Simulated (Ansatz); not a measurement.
MgS:
```
MgS
1.0
    0.00000     2.60155     2.60155
    2.60155     0.00000     2.60155
    2.60155     2.60155     0.00000
Mg S
1 1
Direct
  0.50000   0.50000   0.50000
  0.00000   0.00000   0.00000
```

Relaxed with r²SCAN. Special points in fractions of this cell's reciprocal vectors: Γ (0.000, 0.000, 0.000); X (0.500, 0.000, 0.500); U (0.625, 0.250, 0.625); K (0.375, 0.375, 0.750); L (0.500, 0.500, 0.500); W (0.500, 0.250, 0.750).

### Question
List the band energies nearest the valence-band maximum at these points for r²SCAN in the plane-wave PAW code Ansatz.

### Answer
In eV from the valence-band maximum; about four levels below and three above (degenerate sets whole), none deeper than 8.9 eV; points with the same levels are listed once.

```json
[
 {"k": "Γ", "below": "0.00 0.00 0.00", "above": "4.64 8.48 8.48 8.48"},
 {"k": "X", "below": "-4.27 -1.73 -1.73", "above": "3.46 4.91 13.15"},
 {"k": "U", "below": "-3.75 -3.20 -1.40", "above": "4.56 7.32 10.39"},
 {"k": "L", "below": "-4.87 -0.62 -0.62", "above": "5.21 7.49 7.49"},
 {"k": "W", "below": "-3.28 -3.28 -2.34", "above": "5.92 8.59 8.59"}
]
```

Space group Fm-3m (rock salt). The cell was relaxed with r²SCAN under the symmetry of its start.

Potentials: the later of the program's two PAW sets.
